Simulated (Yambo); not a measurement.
```
CELL_PARAMETERS angstrom
      0.00000     2.59078     2.59078
      2.59078     0.00000     2.59078
      2.59078     2.59078     0.00000
ATOMIC_POSITIONS crystal
  Be 0.00000 0.00000 0.00000
  Se 0.75000 0.75000 0.75000
```

Response from Yambo on norm-conserving PBEsol (Quantum ESPRESSO, 88 Ry, no spin-orbit coupling) bands: 18×18×18 mesh, 29 bands, 4 Ry local-field block, 0.2 eV broadening.

Q: Give the static electronic dielectric constant without and with local fields.

A: 
| field along | ε(0), independent particles | ε(0), RPA with local fields | refractive index √ε |
|---|---|---|---|
| x | 6.61 | 5.74 | 2.40 |
Electronic (clamped-ion) response only. PBEsol gaps are usually too small, which raises these values. Convergence of the RPA response with its 18×18×18 mesh was not tested.

Geometry strained from the cell relaxed with PBEsol, atoms relaxed again.
